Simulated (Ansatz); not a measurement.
Consider the following.

Si$_{3}$N$_{4}$:
```yaml
crystal:
  lattice:
    - [7.77114, 0.00000, 0.00000]
    - [-3.88557, 6.73000, 0.00000]
    - [0.00000, 0.00000, 5.63343]
  atoms:
    - { symbol: Si, position: [0.08251, 0.57077, 0.19617] }
    - { symbol: Si, position: [0.42923, 0.51174, 0.19617] }
    - { symbol: Si, position: [0.48826, 0.91749, 0.19617] }
    - { symbol: Si, position: [0.57077, 0.08251, 0.69617] }
    - { symbol: Si, position: [0.51174, 0.42923, 0.69617] }
    - { symbol: Si, position: [0.91749, 0.48826, 0.69617] }
    - { symbol: Si, position: [0.91408, 0.16752, 0.98879] }
    - { symbol: Si, position: [0.83248, 0.74656, 0.98879] }
    - { symbol: Si, position: [0.25344, 0.08592, 0.98879] }
    - { symbol: Si, position: [0.16752, 0.91408, 0.48879] }
    - { symbol: Si, position: [0.74656, 0.83248, 0.48879] }
    - { symbol: Si, position: [0.08592, 0.25344, 0.48879] }
    - { symbol: N, position: [0.34424, 0.38951, 0.46890] }
    - { symbol: N, position: [0.61049, 0.95474, 0.46890] }
    - { symbol: N, position: [0.04526, 0.65576, 0.46890] }
    - { symbol: N, position: [0.38951, 0.34424, 0.96890] }
    - { symbol: N, position: [0.95474, 0.61049, 0.96890] }
    - { symbol: N, position: [0.65576, 0.04526, 0.96890] }
    - { symbol: N, position: [0.00000, 0.00000, 0.98959] }
    - { symbol: N, position: [0.00000, 0.00000, 0.48959] }
    - { symbol: N, position: [0.99604, 0.31512, 0.73510] }
    - { symbol: N, position: [0.68488, 0.68092, 0.73510] }
    - { symbol: N, position: [0.31908, 0.00396, 0.73510] }
    - { symbol: N, position: [0.31512, 0.99604, 0.23510] }
    - { symbol: N, position: [0.68092, 0.68488, 0.23510] }
    - { symbol: N, position: [0.00396, 0.31908, 0.23510] }
    - { symbol: N, position: [0.66667, 0.33333, 0.63970] }
    - { symbol: N, position: [0.33333, 0.66667, 0.13970] }
```

This is the PBEsol-relaxed structure. Cartesian axes are those of the cell as given.

Q: All from the program Ansatz at the PBEsol level (PAW), unless another level is named. Predict the bulk modulus (Birch–Murnaghan fit).

A: 226 GPa.

Q: Predict the zero-point energy.

A: 112.6 meV/atom.

Q: Next, the elastic constants (relaxed ions, GPa)?

A: C11 = 404, C12 = 145, C13 = 127, C14 = 0.0, C33 = 441, C44 = 123.

Space group P31c. The first step of the workflow began from a Materials Project structure, measured or hypothetical; the Crystallography Open Database files this formula in space group No. 159, but the cells were not matched. It is not the phase usual at ambient conditions (space group No. 176). The cell was relaxed with PBEsol under the symmetry of its start; its stability against distortions is not shown here.

Potentials: the earlier of the program's two PAW sets. The files were generated under PBE; for other functionals the program regenerates the frozen cores, and for LDA and PBEsol the local potential too.
